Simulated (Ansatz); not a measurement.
CsSnI3 (cubic perovskite)

```
CsSnI3
1.0
    6.27122     0.00000     0.00000
    0.00000     6.27122     0.00000
    0.00000     0.00000     6.27122
Cs Sn I
1 1 3
Direct
  0.00000   0.00000   0.00000
  0.50000   0.50000   0.50000
  0.00000   0.50000   0.50000
  0.50000   0.50000   0.00000
  0.50000   0.00000   0.50000
```

In this cell atom 1 (Cs, nearest neighbour I at 4.434 Å; its periodic images, 6.3 Å or more away, move with it) is moved by s along Cartesian x, unit vector (1.000, 0.000, 0.000); all other atoms and the cell stay fixed.

The numbers are results of PBE (plane waves to 420 eV, PAW, scalar-relativistic; Ansatz, a program for electronic structure), not measurements. k mesh 5×5×5 (Γ-centred), Fermi-Dirac smearing 0.05 eV. The energy includes the smearing's −TS. CsSnI3 was relaxed with its symmetry unable to fall. Spin-orbit coupling is left out, though I is heavy. The PAW data are Ansatz's earlier set. This is a high-temperature form of CsSnI3. ΔE is measured from the undisplaced structure.

```tsv
s (Å)	ΔE (meV/cell)
-0.440	7.8
-0.352	4.3
-0.264	withheld
-0.176	0.8
-0.088	0.2
0.000	0.0
0.088	0.2
0.176	0.8
0.264	withheld
0.352	4.3
0.440	7.8
```

Problem. Fit an even polynomial form (powers 2, 4) to the given rows and predict ΔE at s = -0.264.

Solution. Least squares on the 9 given rows: ΔE = (24.32)·s² + (82.68)·s⁴, in meV/cell with s in Å; root-mean-square residual 0.02 meV/cell. At -0.264 the fit gives 2.1 meV/cell; the calculation gives 2.1 meV/cell, the same to the digits shown. The quadratic term alone would give 1.7 meV/cell.

(A displaced cell: forces are minus the slopes of the energy, force constants its curvatures, and phonons follow from these.)
